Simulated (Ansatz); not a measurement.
Y (hcp, Mg type)

```xyz
4
Lattice="7.3651 0.0000 0.0000 -1.8413 3.1892 0.0000 0.0000 0.0000 5.6985" Properties=species:S:1:pos:R:3 pbc="T T T"
Y      0.0000     2.1261     4.2739
Y      3.6826     2.1261     4.2739
Y      1.8413     1.0631     1.4246
Y      5.5239     1.0631     1.4246
```

Scan: atom 2 (Y, nearest neighbour Y at 3.555 Å; its periodic images, 3.7 Å or more away, move with it) is displaced along Cartesian x, direction (1.000, 0.000, 0.000) in Cartesian axes, by s. The other atoms stay.

Calculation: r2SCAN (plane waves to 500 eV, PAW, scalar-relativistic; Ansatz, an electronic-structure program). k mesh 6×12×7 (Γ-centred), Fermi-Dirac smearing 0.05 eV. With partly filled bands, energies and forces of such displacements shift with the k mesh and the smearing. F∥ is the force on the atom along that direction. Y is run without spin polarisation. Y was relaxed with its symmetry unable to fall. 

```json
[
 {"s (Å)": "-0.710", "F∥ (eV/Å)": "2.222"},
 {"s (Å)": "-0.568", "F∥ (eV/Å)": "1.824"},
 {"s (Å)": "-0.426", "F∥ (eV/Å)": "1.394"},
 {"s (Å)": "-0.284", "F∥ (eV/Å)": "0.938"},
 {"s (Å)": "-0.142", "F∥ (eV/Å)": "0.474"},
 {"s (Å)": "0.000", "F∥ (eV/Å)": "0.000"},
 {"s (Å)": "0.142", "F∥ (eV/Å)": "-0.474"},
 {"s (Å)": "0.284", "F∥ (eV/Å)": "(withheld)"},
 {"s (Å)": "0.426", "F∥ (eV/Å)": "-1.321"},
 {"s (Å)": "0.568", "F∥ (eV/Å)": "-1.706"},
 {"s (Å)": "0.710", "F∥ (eV/Å)": "-2.088"}
]
```

Fill in the missing entries.


- 0.284, F∥ (eV/Å): -0.916

(A displaced cell: forces are minus the slopes of the energy, force constants its curvatures, and phonons follow from these.)
